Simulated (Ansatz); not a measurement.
Data:

Ga$_{2}$AsP:
```cif
data_As3Ga6P3
_chemical_formula_sum 'Ga6 P3 As3'
_space_group_name_H-M_alt 'R3m :H'
_space_group_IT_number 160
_space_group_name_Hall 'R 3 -2"'
_cell_length_a 3.92949
_cell_length_b 3.92949
_cell_length_c 19.26109
_cell_angle_alpha 90.000
_cell_angle_beta 90.000
_cell_angle_gamma 120.000
loop_
_atom_site_label
_atom_site_type_symbol
_atom_site_symmetry_multiplicity
_atom_site_Wyckoff_symbol
_atom_site_fract_x
_atom_site_fract_y
_atom_site_fract_z
_atom_site_occupancy
Ga1 Ga 3 a 0.00000 0.00000 0.99761 1
Ga2 Ga 3 a 0.00000 0.00000 0.50249 1
P1 P 3 a 0.00000 0.00000 0.62504 1
As1 As 3 a 0.00000 0.00000 0.12486 1
```
(The calculation used a cell of 4 atoms; values per cell refer to that cell.)

This is the r²SCAN-relaxed structure.

**Question.** All from DFT-r²SCAN in the program Ansatz with PAW potentials, unless another level is named. Estimate the electron effective mass.

**Answer.** 0.11, 0.11, 0.17 mₑ (principal values).

**Question.** And the hole effective mass with spin–orbit coupling?

**Answer.** 0.12, 0.12, 0.89 mₑ (principal values).

**Question.** What about the valence-band maximum?

**Answer.** at Γ.

The workflow started from a Materials Project entry (that database holds measured and hypothetical structures alike); the Crystallography Open Database copy checked does not list it. With P and As taken as one species the cell has the higher symmetry F-43m, so it may be an ordered model of a mixed-site phase. Its standing as an ambient phase is unchecked. Symmetry was held in the r²SCAN relaxation; its stability against distortions is not shown here. Spin–orbit coupling is left out wherever it is not named.

Potentials: the later of the program's two PAW sets.

Edges and masses are those of Kohn–Sham bands, whose gap is no quasiparticle gap.
